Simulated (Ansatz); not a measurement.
Starting cell, NaCl (rock salt):

```
CELL_PARAMETERS angstrom
      0.00000     5.69553     5.69553
      2.84776     2.84776     5.69553
      2.84776     2.84776     0.00000
ATOMIC_POSITIONS crystal
  Cl 0.00000 0.00000 0.00000
  Cl 0.50000 0.00000 0.00000
  Na 0.00000 0.50000 0.50000
  Na 0.50000 0.50000 0.50000
```

The atoms are displaced by Q × the pattern below (from a DFPT mode at X = (0.5, 0.5, 0.0), largest move 1; Q in Å), at fixed cell. (q is in reciprocal vectors of the primitive cell; the cell shown is doubled to hold the pattern.)

| atom | x | y | z |
|---|---|---|---|
| Cl1 | 0.000 | 0.000 | 1.000 |
| Cl2 | 0.000 | 0.000 | -1.000 |
| Na3 | 0.000 | 0.000 | -0.975 |
| Na4 | 0.000 | 0.000 | 0.975 |

The numbers are results of PBE (plane waves to 420 eV, PAW, scalar-relativistic; Ansatz, a first-principles code), not measurements. k mesh 10×10×10 (Γ-centred), Fermi-Dirac smearing 0.05 eV. NaCl was relaxed with its symmetry unable to fall.

At one point of the scan the forces (eV/Å) are:

```csv
atom,Fx,Fy,Fz
Cl1,0.000,0.000,-0.429
Cl2,0.000,0.000,0.429
Na3,0.000,0.000,0.287
Na4,0.000,0.000,-0.287
```

**Question.** Which point is it?
A. Q = 0.033 Å
B. Q = 0.100 Å
C. Q = 0.067 Å
D. Q = 0.050 Å

**Answer.** B, Q = 0.100 Å

(For displaced atoms, the force is minus the slope of the energy, and its curvature is a force constant, which sets phonon frequencies.)
